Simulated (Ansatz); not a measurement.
## Frozen-phonon scan for HfN (rock salt)

Starting cell, HfN (rock salt):

```
HfN
1.0
    0.00000     4.52548     4.52548
    2.26274     0.00000     2.26274
    2.26274     2.26274     0.00000
N Hf
2 2
Direct
  0.00000   0.00000   0.00000
  0.50000   0.00000   0.00000
  0.25000   0.50000   0.50000
  0.75000   0.50000   0.50000
```

A phonon eigenvector at L = (0.5, 0.0, 0.0) is frozen into this cell: atom i moves by Q times the vector below, so Q is the largest atomic displacement, in Å. The cell is held. It is one choice among 2 degenerate patterns. (q is in reciprocal vectors of the primitive cell; the cell shown is doubled to hold the pattern.)

```csv
atom,x,y,z
N1,-0.285,0.520,-0.805
N2,0.285,-0.520,0.805
```

Atoms not listed stay in place.

Computed with r2SCAN (plane waves to 500 eV, PAW, scalar-relativistic; Ansatz, a first-principles code). k mesh 9×18×18 (Γ-centred), Fermi-Dirac smearing 0.05 eV. The energy includes the smearing's −TS. Stress and pressure are positive under compression. With partly filled bands, energies and forces of such displacements shift with the k mesh and the smearing. HfN is run without spin polarisation. HfN was relaxed with its symmetry unable to fall. Spin-orbit coupling is left out, though Hf is heavy. ΔE is measured from the undisplaced structure.

```
Q (Å)   ΔE (eV/cell)  −dE/dQ from forces (eV/Å)  P (GPa)
------  ------------  -------------------------  -------
-0.280         1.106                      7.891     11.2
-0.233         0.768                      6.579      7.7
-0.187         0.492                      5.268      4.9
-0.140         0.277                      3.955      2.8
-0.093         0.123                      2.637      1.2
-0.047         0.031                      1.314      0.3
0.000          0.000                      0.000      0.0
0.047          0.031                     -1.314      0.3
0.093          0.123                     -2.637      1.2
0.140          0.277                     -3.955      2.8
0.187          0.492                     -5.268      4.9
0.233          0.768                     -6.579      7.7
0.280          1.106                     -7.891     11.2
```

What the scan shows:

* **Energy at Q = 0.280 Å**: 1106 meV/cell
* **Space group of the distorted cell**: P-1 (No. 2), lowered from Fm-3m
* **Symmetry of the curve**: even: the same for both signs
* **Shape of the curve**: a single well with its minimum at or next to zero displacement
* **Harmonic wavenumber from the curvature (finite differences)**: 523 cm⁻¹
* **Wavenumber by perturbation theory (DFPT, on another k mesh)**: 522 cm⁻¹

(For displaced atoms, the force is minus the slope of the energy, and its curvature is a force constant, which sets phonon frequencies.)
